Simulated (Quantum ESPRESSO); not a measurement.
## GaRe7 (a guest atom moved from site to site)

Computed values, not a measurement. The program is pw.x of Quantum ESPRESSO 7.5 (plane-wave density functional theory). The cell is made up: eight metal atoms on a face-centred cubic lattice, with elements, volume, strain and displacements drawn at random and not relaxed, so it may be unstable or far from any real phase. PseudoDojo standard norm-conserving files set the functional (PBE unless stated); there is no spin polarisation or spin-orbit coupling, the Fermi-Dirac width of 0.25 eV means electrons at about 2900 K, and the masses in the input are unused placeholders. Heavy elements are run without spin-orbit coupling, which real alloys of them have. A spin test at this wide smearing found no moment, but such smearing suppresses magnetism that the real alloy may have.

The runs move one Ga atom among sites that otherwise hold Re. Cell, positions, cutoff, mesh and smearing stay as in the input of run 1; sites are counted in its order. Stress in the tables is positive in tension.

Input of run 1:

```
&control calculation='scf', pseudo_dir='./dojo.nc.sr.pbe.v0_5.standard.upf', outdir='./o', disk_io='minimal', tprnfor=.true., tstress=.true. /
&system ibrav=0, nat=8, ntyp=2, nbnd=76, ecutwfc=79.96652505, nosym=.true., tot_charge=0,
 occupations='smearing', smearing='fd', degauss=0.0183746611
/
&electrons conv_thr=1.470e-08, electron_maxstep=70, mixing_beta=0.5 /
ATOMIC_SPECIES
Ga 1.0 Ga.upf
Re 1.0 Re.upf
CELL_PARAMETERS angstrom
0.0 -1.9773 -1.9773
-5.9319 -1.9773 0.0
-1.9773 3.9546 -5.9319
ATOMIC_POSITIONS angstrom
Ga 0.0368 0.045 -0.0046
Re -1.876 2.0049 -3.9184
Re -1.9446 0.0196 -2.0055
Re -3.9243 2.0187 -6.0058
Re -3.9028 0.0829 -3.9978
Re -3.9393 -2.0383 -2.0304
Re -5.9552 0.0299 -5.8246
Re -5.8132 -1.9047 -3.9535
K_POINTS automatic
9 4 3 1 1 1
```

| run | elements on sites 1 to 8 | free energy less that of run 1 (eV) | -TS (eV) | pressure (GPa) | stress xx (GPa) | stress yy (GPa) | stress zz (GPa) | stress yz (GPa) | stress xz (GPa) | stress xy (GPa) | iterations |
| --- | --- | --- | --- | --- | --- | --- | --- | --- | --- | --- | --- |
| 1 | Ga Re Re Re Re Re Re Re | 0.000 | -1.541 | -8.32 | 9.22 | 8.58 | 7.16 | -1.14 | -0.07 | -0.51 | 17 |
| 2 | Re Ga Re Re Re Re Re Re | -0.024 | -1.558 | -8.53 | 9.03 | 8.62 | 7.95 | -1.55 | -0.89 | -0.38 | 17 |
| 3 | Re Re Re Ga Re Re Re Re | -0.248 | -1.490 | -7.93 | 8.87 | 8.32 | 6.59 | -0.85 | 0.07 | -0.76 | 19 |
| 4 | Re Re Re Re Ga Re Re Re | -0.079 | -1.516 | -8.33 | 9.71 | 7.25 | 8.03 | -1.21 | 0.93 | 0.10 | 20 |
| 5 | Re Re Re Re Re Ga Re Re | -0.036 | -1.524 | -8.51 | 10.28 | 7.68 | 7.57 | -0.74 | 1.30 | -0.65 | 19 |
| 6 | Re Re Re Re Re Re Re Ga | -0.001 | -1.554 | -8.54 | 9.70 | 7.58 | 8.35 | -0.94 | 0.82 | 0.15 | 20 |

Forces Fx Fy Fz (eV/Å):

| site | run 1 | run 2 | run 3 | run 4 | run 5 | run 6 |
| --- | --- | --- | --- | --- | --- | --- |
| 1 | -0.09 -0.13 0.01 | -0.12 0.12 -0.31 | 0.73 0.41 -0.50 | -0.18 -0.26 0.13 | -0.95 -0.71 0.55 | -0.14 -0.34 0.31 |
| 2 | -0.75 -0.43 0.25 | -0.66 0.03 -0.04 | 0.25 -0.40 0.39 | -0.02 0.57 -0.64 | -0.59 0.16 -0.19 | -1.68 0.32 -0.37 |
| 3 | -0.95 0.43 -0.35 | 0.14 -0.17 0.31 | 0.03 0.46 -0.22 | 0.96 -0.33 0.36 | 0.86 0.56 -0.38 | -0.82 -0.38 0.48 |
| 4 | -0.65 -0.73 0.95 | -0.87 -0.01 0.12 | 0.08 -0.35 0.44 | 0.01 0.12 0.10 | 1.12 -0.54 0.72 | 0.04 -0.17 0.39 |
| 5 | 0.11 -0.20 0.31 | -0.53 -0.58 0.69 | 0.01 -0.54 0.46 | 0.16 -0.07 0.11 | 0.03 0.26 -0.23 | 0.90 0.21 -0.20 |
| 6 | 1.15 0.87 -0.37 | 0.33 0.49 0.16 | -0.58 0.83 -0.24 | 0.42 0.15 0.59 | 0.28 0.34 0.22 | 1.40 0.16 0.42 |
| 7 | 1.74 0.33 -0.63 | 1.20 0.95 -1.34 | -0.17 0.14 -0.42 | -0.29 0.72 -1.21 | 0.75 0.04 -0.60 | 0.60 0.62 -1.19 |
| 8 | -0.56 -0.14 -0.16 | 0.51 -0.83 0.41 | -0.34 -0.55 0.10 | -1.07 -0.90 0.56 | -1.49 -0.12 -0.10 | -0.31 -0.42 0.16 |

The sites are displaced and not relaxed, so the energy differences mix bonding between neighbours with strain and are not ordering energies. A rerun of one cell of this series at a higher cutoff and on a denser mesh moved values by no more than 0.003 eV in energy, 0.12 GPa in stress and 0.014 eV/Å in force, and a second program with other atomic files agreed on that cell to 2 % rms in force and 0.5 GPa in pressure.